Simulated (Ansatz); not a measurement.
ScHg, one cell by several methods

```yaml
crystal:
  lattice:
    - [3.48000, 0.00000, 0.00000]
    - [0.00000, 3.48000, 0.00000]
    - [0.00000, 0.00000, 3.51480]
  atoms:
    - { symbol: Sc, position: [0.50000, 0.50000, 0.50000] }
    - { symbol: Hg, position: [0.00000, 0.00000, 0.00000] }
```

Atom numbers follow the list: Sc1, Hg2.

The cell is COD entry 1522352, as deposited and not checked against the literature; nothing was relaxed. The listed cell was then made from it by scaling, straining or moving an atom.

Spin polarisation is left out, and whether a magnetic state lies lower isn't shown here.

Spin–orbit coupling is left out, though it moves levels of the heavy atoms by tenths of an eV or more.

Levels of theory: DFT, PBEsol, PAW with Ansatz's default frozen-core files, scalar-relativistic (Ansatz 0.2.0); DFT, PBEsol, all-electron LAPW, scalar-relativistic (Ansatz 0.2.0).

For PAW: a Γ-centred 12×12×12 k mesh, Fermi–Dirac smearing of 0.08 eV, cutoff 420 eV, no spin polarisation; the PAW files were made with PBE, and the program remakes their frozen cores for this functional. LAPW targets a basis error of 0.5 meV/atom. The Ansatz runs share mesh, smearing and spin set-up. Plane-wave (PAW) pressures include the program's estimate of the Pulay term.

Stress and pressure are positive in compression.

PAW results:

| quantity | PAW |
| --- | --- |
| pressure (GPa) | -1.74 |
| stress xx (GPa) | -1.63 |
| stress zz (GPa) | -1.97 |

Q: What does LAPW (all electrons) give for the same quantities?

A: 
```tsv
quantity	LAPW
pressure (GPa)	-1.73
stress xx (GPa)	-1.62
stress zz (GPa)	-1.96
```
